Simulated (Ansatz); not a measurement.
# Property card for BiBr

BiBr:
```
CELL_PARAMETERS angstrom
     -2.11959    -0.74878   -19.54229
     -2.12090    -6.83541     0.00000
     -4.24184     0.00000     0.00000
ATOMIC_POSITIONS crystal
  Bi 0.99723 0.34481 0.82898
  Bi 0.00277 0.65519 0.17102
  Bi 0.50282 0.84393 0.82663
  Bi 0.49718 0.15607 0.17337
  Bi 0.15162 0.26405 0.79219
  Bi 0.84838 0.73595 0.20781
  Bi 0.34789 0.80364 0.92419
  Bi 0.65211 0.19636 0.07581
  Br 0.81492 0.46025 0.86234
  Br 0.18508 0.53975 0.13766
  Br 0.37450 0.51796 0.55377
  Br 0.62550 0.48204 0.44623
  Br 0.88227 0.01072 0.55345
  Br 0.11773 0.98928 0.44655
  Br 0.31477 0.08652 0.29933
  Br 0.68523 0.91348 0.70067
```

Space group C2/m (No. 12); conventional cell a = 13.671 Å, b = 4.242 Å, c = 20.468 Å, α = γ = 90.00°, β = 107.30°.

Method: plane-wave PAW r²SCAN+D4 (Ansatz code). Geometry: relaxed at this level of theory. Other levels are named where they apply.

**Cell and energy**

* **Volume per atom**: 35.41 Å³
* **Density**: 6.77 g/cm³
* **Formation energy from the elements (no fitted shifts)**: -537 meV/atom

**Electronic structure**

- Band gap: 0.82 eV (direct)
- Valence-band maximum: at V (k = 0.500, 0.500, 0.000 in fractions of the reciprocal vectors)
- Conduction-band minimum: at V (k = 0.500, 0.500, 0.000 in fractions of the reciprocal vectors)
- Electron effective mass: 0.12, 0.24, 0.84 mₑ (principal values)
- Hole effective mass: 0.27, 0.68, 1.4 mₑ (principal values)
- HSE06 gap on the r²SCAN+D4 cell: 1.07 eV

The first step of the workflow began from a Materials Project structure, measured or hypothetical; the Crystallography Open Database files this formula in space group No. 12, but the cells were not matched. Whether it is the stable phase at ambient conditions was not checked. The r²SCAN+D4 relaxation kept the symmetry of its start; whether a distortion lowers the energy is not shown. Point labels and valley counts follow the cell and symmetry of the run, lower than the named group. The references are the lowest solids computed at this level, not always the standard phases. Spin–orbit coupling is left out wherever it is not named.

Potentials: the later of the program's two PAW sets.
